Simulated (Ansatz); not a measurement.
Space group P6_3mc (No. 186). a = 3.235 Å, b = 3.235 Å, c = 5.211 Å, α = 90.00°, β = 90.00°, γ = 120.00°
```csv
atom,site,symmetry,x,y,z
Zn,2b,3m.,0.3333,0.6667,0.4997
O,2b,3m.,0.6667,0.3333,0.3793
```

Equation of state of this ZnO structure (not necessarily the ground state), with shape and atoms relaxed at each volume where symmetry leaves them free. All numbers below come from DFT r2SCAN, scalar-relativistic, plane waves, PAW (Ansatz).

Cutoff 500 eV; k points 12×12×6 on the computed 4-atom cell (Γ-centred); Gaussian smearing, width 0.02 eV; no spin polarisation.

```json
{"V (Å³/atom)": "11.101", "E − E(largest V) (meV/atom)": "4.32", "P (GPa)": "10.64", "gap on mesh (eV)": "1.33"}
{"V (Å³/atom)": "11.455", "E − E(largest V) (meV/atom)": "-12.67", "P (GPa)": "4.89", "gap on mesh (eV)": "1.28"}
{"V (Å³/atom)": "11.809", "E − E(largest V) (meV/atom)": "-17.93", "P (GPa)": "0.00", "gap on mesh (eV)": "1.24"}
{"V (Å³/atom)": "12.164", "E − E(largest V) (meV/atom)": "-13.21", "P (GPa)": "-4.16", "gap on mesh (eV)": "1.19"}
{"V (Å³/atom)": "12.518", "E − E(largest V) (meV/atom)": "0.00", "P (GPa)": "-7.69", "gap on mesh (eV)": "1.15"}
```

Fit a third-order Birch–Murnaghan equation to E(V).

V0 = 11.81 Å³/atom, B0 = 150 GPa, B0' = 4.4.